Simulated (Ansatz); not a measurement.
Input:

Relaxed NaCl (rock salt):

```
NaCl
1.0
    0.00000     5.69553     5.69553
    2.84776     2.84776     5.69553
    2.84776     2.84776     0.00000
Cl Na
2 2
Cartesian
  0.00000   0.00000   0.00000
  2.84776   5.69553   8.54329
  2.84776   8.54329   8.54329
  2.84776   5.69553   5.69553
```

The atoms are displaced by Q × the pattern below (from a DFPT mode at X = (0.5, 0.5, 0.0), largest move 1; Q in Å), at fixed cell. (q is in reciprocal vectors of the primitive cell; the cell shown is doubled to hold the pattern.)

```csv
atom,x,y,z
Cl1,0.000,0.000,1.000
Cl2,0.000,0.000,-1.000
Na3,0.000,0.000,-0.975
Na4,0.000,0.000,0.975
```

These are PBE (plane waves to 420 eV, PAW, scalar-relativistic; Ansatz, an electronic-structure program) values and carry that method's errors. k mesh 10×10×10 (Γ-centred), Fermi-Dirac smearing 0.05 eV. The energy includes the smearing's −TS. NaCl was relaxed with its symmetry unable to fall. ΔE is measured from the undisplaced structure.

The scan covers Q from -0.100 to 0.100 Å in 13 points.

Task: Which space group does the distorted structure have?

Result: P4/nmm (No. 129), lowered from Fm-3m.

Task: Is this a single well or a double well?

Result: A single well with its minimum at or next to zero displacement.

Task: What is the energy change at Q = 0.100 Å?

Result: 66.8 meV/cell.

Task: What harmonic wavenumber does the curvature at Q = 0 give?

Result: 172 cm⁻¹.

(For displaced atoms, the force is minus the slope of the energy, and its curvature is a force constant, which sets phonon frequencies.)
